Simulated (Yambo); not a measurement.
Yambo run on SrCd2P2 (space group P-3m1, No. 164). The wavefunctions are PBEsol (pw.x of Quantum ESPRESSO, ONCV potentials, no spin-orbit coupling) ones on a 3×3×2 mesh (30 occupied bands); a = b = 4.3595 Å, c = 7.3115 Å, α = β = 90.00°, γ = 120.00°.

Yambo input:

```
rim_cut
gw0
dyson
el_el_corr
HF_and_locXC
ppa
em1d
RandQpts= 1000000
RandGvec= 1 Ry
EXXRLvcs= 102 Ry
VXCRLvcs= 408 Ry
Chimod= "HARTREE"
% BndsRnXp
 9 | 90 |
%
NGsBlkXp= 8 Ry
% LongDrXp
 1.0 | 1.0 | 1.0 |
%
PPAPntXp= 27.2114 eV
% GbndRnge
 1 | 90 |
%
GTermKind= "BG"
DysSolver= "n"
ExtendOut
% QPkrange
 1 | 1 | 30 | 31 |
%
```

k points by index: 1 = Γ.

Table of the .qp output:

```
#    K-point    Band    Eo [eV]    E [eV]    E-Eo [eV]    Vxc [eV]    Vnlxc [eV]    Sc|Eo [eV]    Sc|E [eV]    dSc/dw|Eo [eV]    Re(Z)    Im(Z)
#
    1    30    0.000000    -0.322828    -0.322828    -13.08011    -15.04570    1.550461    1.642761    -7.777753    0.777706    -0.001611
    1    31    0.638840    1.037502    0.398662    -10.59514    -6.500807    -3.592539    -3.695674    -7.037452    0.794517    -0.001521
```
(The two width columns are left out.) Convergence of these settings isn't established.

Geometry of the Materials Project entry, not relaxed at this level.

The structure is a Materials Project entry; no match was found in the copy of COD used, and its stability was not checked.
